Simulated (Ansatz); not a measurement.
**TaWC2: changing the functional**

```
W Ta C
1.0
     1.57186    0.90751    5.10162
    -1.57186    0.90751    5.10162
     0.00000   -1.81502    5.10162
W Ta C
1 1 2
Direct
  0.00000 0.00000 0.00000
  0.50000 0.50000 0.50000
  0.25093 0.25093 0.25093
  0.74907 0.74907 0.74907
```

The cell comes from a database or a generator and needn't be the stable form of this composition.

Kept alike: task equation of state; k mesh 10 × 10 × 10; occupations fermi-dirac, width 0.05 eV; no spin polarisation. Program: Ansatz, Ansatz PAW. Cutoffs run from 420 to 500 eV. The mesh is that of the run's cell of 4 atoms. No spin-orbit coupling.

| run | volume (Å³/atom) | bulk modulus (GPa) |
| --- | --- | --- |
| A | 10.729 | 360.2 |
| B | 10.834 | 344.5 |
| C | 10.402 | 382.3 |

Volume and modulus come from cells scaled at fixed shape and fractions; off cubic symmetry such a modulus can lie above the relaxed one. All rows use potentials made for PBE.

Q: The runs differ in the functional (and the cutoff that goes with it) alone: LDA; PBE; r2SCAN. Which run is which?

A: Run A is r2SCAN; run B is PBE; run C is LDA. The volume runs from 10.402 (LDA) to 10.834 Å³/atom (PBE). From PBE: LDA -0.432; r2SCAN -0.105. The bulk modulus runs from 344.5 (PBE) to 382.3 GPa (LDA). From PBE: LDA +37.8; r2SCAN +15.7.
